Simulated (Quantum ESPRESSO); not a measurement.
pw.x input (Quantum ESPRESSO 7.5; PBEsol, PseudoDojo standard norm-conserving files, scalar-relativistic):

```
&CONTROL
  calculation = 'scf'
  pseudo_dir = './pseudo'
  outdir = './out'
  tprnfor = .true.
  tstress = .true.
/
&SYSTEM
  ibrav = 0
  nat = 10
  ntyp = 3
  ecutwfc = 84.0
  ecutrho = 336.0
  occupations = 'smearing'
  smearing = 'fd'
  degauss = 0.002
  nbnd = 50
/
&ELECTRONS
  conv_thr = 1e-09
/
ATOMIC_SPECIES
N 14.0070 N.upf
O 15.9990 O.upf
Ag 107.8682 Ag.upf
CELL_PARAMETERS angstrom
  2.576190007000   1.487363994000   5.441733000000
 -2.576190007000   1.487363994000   5.441733000000
  0.000000000000  -2.974727987000   5.441733000000
ATOMIC_POSITIONS crystal
N   0.776977000000   0.776977000000   0.776977000000
N   0.276977000000   0.276977000000   0.276977000000
O   0.488580000000   0.008230000000   0.335900000000
O   0.008230000000   0.335900000000   0.488580000000
O   0.335900000000   0.488580000000   0.008230000000
O   0.835900000000   0.508230000000   0.988580000000
O   0.988580000000   0.835900000000   0.508230000000
O   0.508230000000   0.988580000000   0.835900000000
Ag   0.003450000000   0.003450000000   0.003450000000
Ag   0.503450000000   0.503450000000   0.503450000000
K_POINTS automatic
6 6 6 0 0 0
```

End of the output:

```

[...]
     the Fermi energy is     7.1107 ev
!    total energy              =    -857.98460632 Ry
     estimated scf accuracy    <          1.2E-11 Ry
     smearing contrib. (-TS)   =      -0.00000000 Ry
     internal energy E=F+TS    =    -857.98460632 Ry
     The total energy is F=E-TS. E is the sum of the following terms:
     one-electron contribution =    -449.38224902 Ry
     hartree contribution      =     261.67934099 Ry
     xc contribution           =    -152.96151420 Ry
     ewald contribution        =    -517.32018409 Ry
     convergence has been achieved in  11 iterations
     Forces acting on atoms (cartesian axes, Ry/au):
     atom    1 type  1   force =     0.00000000    0.00000000   -0.00056506
     atom    2 type  1   force =     0.00000000    0.00000000   -0.00056506
     atom    3 type  2   force =    -0.00372137    0.00399783    0.00033553
     atom    4 type  2   force =     0.00532291    0.00122389    0.00033553
     atom    5 type  2   force =    -0.00160154   -0.00522172    0.00033553
     atom    6 type  2   force =    -0.00532291    0.00122389    0.00033553
     atom    7 type  2   force =     0.00160154   -0.00522172    0.00033553
     atom    8 type  2   force =     0.00372137    0.00399783    0.00033553
     atom    9 type  3   force =    -0.00000000    0.00000000   -0.00044154
     atom   10 type  3   force =    -0.00000000    0.00000000   -0.00044154
     Total force =     0.013442     Total SCF correction =     0.000007
     Computing stress (Cartesian axis) and pressure
          total   stress  (Ry/bohr**3)                   (kbar)     P=      -12.13
  -0.00011516   0.00000000  -0.00000000          -16.94        0.00       -0.00
   0.00000000  -0.00011516   0.00000000            0.00      -16.94        0.00
   0.00000000   0.00000000  -0.00001703            0.00        0.00       -2.50
```
In a gapped system the printed Fermi energy is only some level inside the gap.

Spin-orbit coupling is not included.

Geometry of the Materials Project entry, not relaxed at this level.
